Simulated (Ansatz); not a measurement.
Equation of state of BiTe from a dense series

```
CELL_PARAMETERS angstrom
0.00000 3.23500 3.23500
3.23500 0.00000 3.23500
3.23500 3.23500 0.00000
ATOMIC_POSITIONS crystal
Bi 0.00000 0.00000 0.00000
Te 0.50000 0.50000 0.50000
```

Atoms are numbered in the order listed.

The geometry is COD entry 9008604, unchecked; take it as a test cell.

No spin–orbit coupling, which matters for the heavy atoms here.

These are results of Ansatz 0.2.0, DFT, LDA, all-electron LAPW, scalar-relativistic, not measurements.

Numerical set-up: a Γ-centred 10×10×10 k mesh, Fermi–Dirac smearing of 0.08 eV, basis error target 0.5 meV/atom, no spin polarisation.

The cell is scaled evenly. Fractional coordinates are held (clamped ions).

```json
{"V (Å³/atom)": "31.824", "P (GPa)": "0.39"}
{"V (Å³/atom)": "32.501", "P (GPa)": "-0.79"}
{"V (Å³/atom)": "33.178", "P (GPa)": "-1.84"}
{"V (Å³/atom)": "33.516", "P (GPa)": "-2.32"}
{"V (Å³/atom)": "33.855", "P (GPa)": "-2.77"}
{"V (Å³/atom)": "34.194", "P (GPa)": "-3.20"}
{"V (Å³/atom)": "34.532", "P (GPa)": "-3.60"}
{"V (Å³/atom)": "35.886", "P (GPa)": "-4.99"}
```

**Question.** Fit a third-order Birch–Murnaghan curve to the pressures.

**Answer.** P = (3B0/2)(y^(7/2) − y^(5/2))[1 + (3/4)(B0′ − 4)(y − 1)] with y = (V0/V)^(2/3) fits within 0.01 GPa for V0 = 32.039 Å³/atom, B0 = 57.0 GPa and B0′ = 4.60.

**Question.** Predict the pressure at the withheld volume, 35.209 Å³/atom.

**Answer.** There y = 0.9390, so the fit gives -4.34 GPa; the run gave -4.34 GPa.
